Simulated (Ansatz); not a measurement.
TePb:
```cif
data_PbTe
_chemical_formula_sum 'Pb1 Te1'
_space_group_name_H-M_alt 'P 1'
_space_group_IT_number 1
_cell_length_a 5.09518
_cell_length_b 5.09518
_cell_length_c 5.09518
_cell_angle_alpha 60.000
_cell_angle_beta 60.000
_cell_angle_gamma 60.000
loop_
_space_group_symop_operation_xyz
  'x, y, z'
loop_
_atom_site_label
_atom_site_type_symbol
_atom_site_fract_x
_atom_site_fract_y
_atom_site_fract_z
_atom_site_occupancy
Pb1 Pb 0.00000 0.00000 0.00000 1
Te1 Te 0.25000 0.25000 0.25000 1
```

Relaxed with PBEsol.

Decompose the optical modes at the zone centre into irreducible representations, and say which are infrared and Raman allowed.

Point group -43m: Γ_opt = T2. Infrared: T2. Raman: T2.

Assign frequencies (DFPT, PBEsol in the plane-wave PAW code Ansatz; without the LO–TO term).

T2 105 cm⁻¹.

Space group F-43m (zinc blende). The start of the workflow was typed in or built on a structure type; neither database checked (COD, Materials Project) lists it. It is not the phase usual at ambient conditions (space group No. 225). Symmetry was held in the PBEsol relaxation. At this level the phase is mechanically unstable. Scalar-relativistic: spin–orbit coupling is off unless named, which matters more the heavier the elements.

Potentials: the earlier of the program's two PAW sets. The files were generated under PBE; for other functionals the program regenerates the frozen cores, and for LDA and PBEsol the local potential too.
